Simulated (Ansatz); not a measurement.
A geometry of KTaO$_{3}$ away from equilibrium: step 2 of the relaxation of a relaxed KTaO3 cell with every coordinate shifted by Gaussian noise of σ = 0.2 Å. Level of theory: PBEsol (plane waves to 420 eV, PAW, scalar-relativistic; Ansatz, an electronic-structure program). Γ-centred k-mesh 6×6×6 on the run's cell (coarser than for final values), Fermi–Dirac smearing 0.05 eV.

```xyz
5
Lattice="4.0154 -0.0265 -0.0027 -0.0265 3.9687 0.0263 -0.0027 0.0263 4.0045" Properties=species:S:1:pos:R:3:forces:R:3 pbc="T T T" free_energy=-13011.752 pressure_GPa=-1.0
K     -0.0444    -0.0516     0.0906    0.0759    0.3299    0.4937
Ta     1.9126     2.0168     2.2369    0.4512    0.0284   -0.2467
O      0.0313     2.1886     2.1741   -0.3434   -0.6419   -0.0085
O      1.8599     1.8778     0.1888    0.6521    0.5824    0.0577
O      2.2094     0.0634     2.2282   -0.8358   -0.2987   -0.2962
```

Positions in Å, forces in eV/Å, free energy of the cell in eV (comparable only within this code, potentials and settings). Largest force: 0.94 eV/Å, on O5 (atoms numbered as listed); the geometry lies 0.06 eV/atom above the end of its relaxation.

No spin polarisation in the result.
